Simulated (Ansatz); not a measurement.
## What DFT gives for GePtF

```
CELL_PARAMETERS angstrom
5.62528 0.00000 0.00000
0.00000 5.62528 0.00000
0.00000 0.00000 5.62528
ATOMIC_POSITIONS crystal
Pt 0.41819 0.41819 0.41819
Pt 0.08181 0.58181 0.91819
Pt 0.91819 0.08181 0.58181
Pt 0.58181 0.91819 0.08181
F 0.13207 0.13207 0.13207
F 0.36793 0.86793 0.63207
F 0.63207 0.36793 0.86793
F 0.86793 0.63207 0.36793
Ge 0.83351 0.83351 0.83351
Ge 0.66649 0.16649 0.33351
Ge 0.33351 0.66649 0.16649
Ge 0.16649 0.33351 0.66649
```

Method: PBEsol, no spin polarisation; PAW, plane waves to 420 eV, 5×5×5 Γ-centred mesh, gaussian occupations (width 0.0242 eV) (Ansatz 0.2.0), atoms fixed.

**Question.** What happens at the Fermi level?

**Answer.** It is a metal, with about 2.5 states/eV a cell as the mean within 0.25 eV of the Fermi level, mostly Pt d (30 %), Ge p (27 %) and F p (19 %).

**Question.** How is the charge shared?

**Answer.** Bader charges in e: Ge +1.19, Pt -0.49, F -0.70. In the mean Ge gives up most and F takes most.

**Question.** What is the formation energy?

**Answer.** 0.73 eV an atom against the elements' usual phases (free molecules for gases, crystals otherwise, with no correction for O₂ or N₂), so at this geometry it isn't bound against them. Relaxing would lower it.

**Question.** What does the stress say?

**Answer.** The pressure is 60.0 GPa (compression positive), so with the atoms held at these fractions the cell would first expand; the forces are large, so a full relaxation may end otherwise.

**Question.** Which atom feels the largest force, and which way?

**Answer.** The largest is on Pt1 (and as large on other atoms): 5.54 eV/Å, components (3.20, 3.20, 3.20). It makes 98° with the line to a nearest neighbour, Ge10 at 2.05 Å.

**Question.** Describe some of the short contacts.

**Answer.** Pt–Ge at 2.05 Å: least valence density 1.09 e/Å³ and ELF 0.45 there. F–Pt at 2.79 Å: least valence density 0.17 e/Å³ and ELF 0.07 there. F–Ge at 2.86 Å: least valence density 0.12 e/Å³ and ELF 0.09 there. These are pseudo-fields; inside the PAW spheres they differ from the all-electron ones.

Origin: a known structure type with other elements, at an estimated volume, so it need not be a known compound. Caveats: atoms or cell far from equilibrium.
